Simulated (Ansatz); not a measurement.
The cell comes from COD entry 9008517, which wasn't checked; take it as a given geometry.

Input and log of a run on Ti: DFT, PBEsol, all-electron PAW with datasets made for the crystal, scalar-relativistic (Ansatz 0.2.0).

Command: `ansatz run input.yaml --threads 1 --pin off --max-ram 3072MiB --backend cpu --events-out ev --progress --plain --runs-dir out` The run took 13 s on 1 thread of Arm Neoverse V2, with other jobs on the host, peak memory 0.42 GiB.

```yaml
crystal:
  lattice:
    - [2.9499978604, 0.0, 0.0]
    - [-1.4749989302, 2.5547730882, 0.0]
    - [0.0, 0.0, 4.686]
  atoms:
    - { symbol: Ti, position: [0.3333333333, 0.6666666667, 0.25] }
    - { symbol: Ti, position: [0.6666666667, 0.3333333333, 0.75] }
kpoints:
  mp_grid: { grid: [14, 14, 8] }
  band_path:
    path:
      - [0.0, 0.0, 0.0]
      - [0.5, 0.0, 0.0]
      - [0.3333333333, 0.3333333333, 0.0]
      - [0.0, 0.0, 0.0]
      - [0.0, 0.0, 0.5]
      - [0.5, 0.0, 0.5]
      - [0.3333333333, 0.3333333333, 0.5]
      - [0.0, 0.0, 0.5]
      - [0.5, 0.0, 0.5]
    npoints: 8
scf:
  occupations: { method: fermi_dirac, width: 0.05 }
hamiltonian:
  xc: pbesol
  pseudopotentials: { kind: all_electron, datasets: crystal }
output:
  forces: true
  stress: true
  eigenvalues: true
  efg: { contact_densities: true }
```

Output:

```
hamiltonian.pseudopotentials.datasets: crystal makes datasets for this crystal and solves the spheres of its atoms anew in each pass: cutoff 260.0 eV, the density's 1040.0 eV; for an error of 0.50 meV an atom under PBE, 1.0 meV for the cell; an energy difference from a run of another recipe may be off by several times the error for the cell, under r2SCAN by more, where some 0.1 meV an atom stays at smaller errors; Ti in spheres of 1.376 Å, 4 of its electrons in bands, 8 on its site; only band paths and densities of states list, in semicore columns, the levels of the semicore shells that are solved separately: 3s of Ti, 3p of Ti
band count auto-derived: 13 (N_el = 8.0; filled up to band 4; 8 by the electrons, moments and atoms)
Engine: ansatz 0.2.0
Pseudopotentials: kind: all_electron
Pseudopotential: Ti, paw, valence charge 12, recommended cutoff 260 eV (normal), Koelling and Harmon's equation, gaussian nucleus
Functional definition: PBEsol
  exchange = pbesol_x
  correlation = pbesol_c
Crystal: 2 atoms, lattice volume = 35.316 Å³
Basis set: ecut = 260 eV, 313 PW (Γ), exchange–correlation on 32×32×50 points (8 copies of the dense FFT grid, shifted against one another)
Bands: 13, of which v1, the nominal top of the filled ones, is band 4 counted from 1 (3 counted from 0)
Symmetry: 24 space group operations
Space group: P63/mmc (ITA 194), of the structure as read, at distance tolerance 3.3e-5 Å
k-points: 120 of 1568
Non-local potential: Ti, projectors of the file, l = 0: 1, l = 1: 1, l = 2: 2
PAW form: soft (Blöchl's): semilocal exchange-correlation on the pseudo side does not see the compensation charge
PAW one-centre angular grid: Ti, 590 points (default); XC on its mesh's 1951 points in the sphere
Initial density: superposition of atomic densities (neutral atoms: chi_scale 0, normalization atom)
Initial wavefunctions: pseudopotential atomic-orbital guess
Functional: x = pbesol(κ = 0.804, μ = 0.12345679012345678), c = pbesol(β = 0.046)
iter 1 solved again at ethr=2.00e-2 eV; its pass at ethr=1.00e-1 eV (dr2=1.60e0 eV) is discarded
SCF iter   1: F=—  HF=-46415.644324 eV  |F-HF|=—  |Δ(HF+E_count)|=         —  Δρ=6.60e-2  dr2=1.59e0  ethr=2.00e-2  ⟨swp⟩=2.0  Hψ=9719  notcnv=0
preconditioner: auto → none  [metal: Δε(μ)=0.015 eV  Ē_g=5.256 eV  σ=0.050 eV  W_gap=0.07  n_scr=2 (ndim 8)  ℏωp=17.7 eV  f_vac=0.000  D(μ)=1.74/eV (n_scr^D=22)  sad-step TF]
SCF iter   2: F=—  HF=-46415.203613 eV  |F-HF|=—  |Δ(HF+E_count)|=   4.41e-1  Δρ=2.41e-2  dr2=2.19e-1  ethr=1.99e-2  ⟨swp⟩=2.0  Hψ=3120  notcnv=0
iter 3 solved again at ethr=5.16e-5 eV; its pass at ethr=2.73e-3 eV (dr2=4.13e-3 eV) is discarded
SCF iter   3: F=—  HF=-46415.119796 eV  |F-HF|=—  |Δ(HF+E_count)|=   8.38e-2  Δρ=4.04e-3  dr2=4.12e-3  ethr=5.16e-5  ⟨swp⟩=2.8  Hψ=8395  notcnv=0  defer=6
SCF iter   4: F=—  HF=-46415.117044 eV  |F-HF|=—  |Δ(HF+E_count)|=   2.75e-3  Δρ=5.87e-4  dr2=6.90e-5  ethr=5.14e-5  ⟨swp⟩=3.0  Hψ=3705  notcnv=0  defer=4
SCF iter   5: F=—  HF=-46415.117716 eV  |F-HF|=—  |Δ(HF+E_count)|=   6.73e-4  Δρ=3.57e-4  dr2=3.55e-5  ethr=8.63e-7  ⟨swp⟩=3.0  Hψ=4103  notcnv=0  defer=2
SCF iter   6: F=—  HF=-46415.117713 eV  |F-HF|=—  |Δ(HF+E_count)|=   3.11e-6  Δρ=2.53e-5  dr2=1.27e-7  ethr=4.43e-7  ⟨swp⟩=2.3  Hψ=2199  notcnv=0  defer=2
SCF iter   7: F=-46415.117713 eV  HF=-46415.117713 eV  |F-HF|=2.27e-8  |Δ(HF+E_count)|=   2.60e-7  Δρ=9.28e-6  dr2=3.23e-8  ethr=1.59e-9  ⟨swp⟩=4.0  Hψ=3069  notcnv=0  defer=2
SCF 1 converged in 7 iterations: F = -46415.117713 eV  dr2 = 3.23e-8
  Residual-converged pass: ⟨swp⟩=3.8  Hψ=2685  notcnv=0  max |occ|·‖R‖ = 5.1e-6 eV (tolerance 5.3e-6 eV)  dr2=3.29e-8  dr2_onsite=1.17e-8  max |Δocc| = 9.3e-10
  greatest PAW one-centre occupation: 0.240 electrons in one spin orbital (limit 2), on the Ti atom at site 1 (counted from 0), in its partial waves of l = 2
NSCF: frozen V_eff on 65 k-points
SCF converged after 7 iterations
Free energy (F): -46415.117713 eV
Harris-Foulkes:  -46415.117713 eV  (|F-HF|=2.27e-8)
Internal energy: -46415.101014 eV  (E = F + TS)
E sigma→0 (E₀):  -46415.109364 eV
Entropy (-TS):   -0.016699 eV (-8.349 meV/atom)
Past the cutoff: the bands carry plane waves up to 1.75 times it, of which those up to 1.5 times it add -0.000242 eV an atom, each by itself; the spheres take 0.000100 eV an atom off the energy for waves past 1.75 times it
By the cutoff:   a pressure is off by up to 0.006 GPa (1.2 times the spheres' own share and the shells' term, over an atom's volume, and 0.004 GPa: a bound that held against runs at twice the plane waves)
Past the cutoffs: a stress includes 0.0020 GPa for waves and charges beyond them, in addition to the slope of what the spheres take
In the spheres:  the bands' charges fall short by 1.0e-9 e at most (sound up to 1e-3), those of shells solved beside the bands by 1.9e-6 e (sound up to 5e-4)
Fermi energy:    13.401916 eV
--- Per-component energies (eV) ---
  The terms above E_closure are by the made datasets' own strengths, without shells solved beside the bands.
--- Forces (eV/Å), atoms counted from 1 ---
  atom   1  Ti    -0.00000000    -0.00000000     0.00000000
  atom   2  Ti    -0.00000000     0.00000000     0.00000000
  max |Σ_I F_I| component: 1.11e-16 eV/Å
--- Stress (GPa, compression-positive) ---
       -5.703699      -0.000000       0.000000
       -0.000000      -5.703699       0.000000
        0.000000       0.000000      -6.240556
  P = ⅓ Tr σ = -5.8827 GPa (-58.827 kbar)
  It holds what live shells' own plane waves past their cutoff add
--- PAW observables at the nuclei: V_zz in 10²¹ V/m², potentials from the cell's mean, atoms counted from 1 ---
  atom   1  Ti V_zz =    +1.821400   η = 0.0000   by run symmetry: allowed
            electrostatic potential = -2529.222001 V   contact ρ = 56692.037312 e/Å³
  atom   2  Ti V_zz =    +1.821400   η = 0.0000   by run symmetry: allowed
            electrostatic potential = -2529.222001 V   contact ρ = 56692.037312 e/Å³
--- Band table (eV; the first three rows and the last of 120) ---
  k-point 0: bands = ["7.2470", "10.7490", "14.1048", "14.1736", "14.1736", "14.2680", "14.6587", "14.6587", "15.0127", "15.0127", "16.5121"]
  k-point 1: bands = ["7.3766", "10.6757", "13.8938", "14.1139", "14.1139", "14.1968", "14.5894", "14.5894", "15.1549", "15.1549", "16.5188"]
  k-point 2: bands = ["7.7541", "10.3904", "13.5231", "14.0010", "14.0293", "14.0293", "14.4214", "14.4214", "15.4734", "15.4734", "16.5000"]
  k-point 119: bands = ["11.9705", "11.9705", "12.5494", "12.5494", "13.1726", "13.1726", "15.0564", "15.0564", "16.5449", "16.5449", "19.7588"]
```
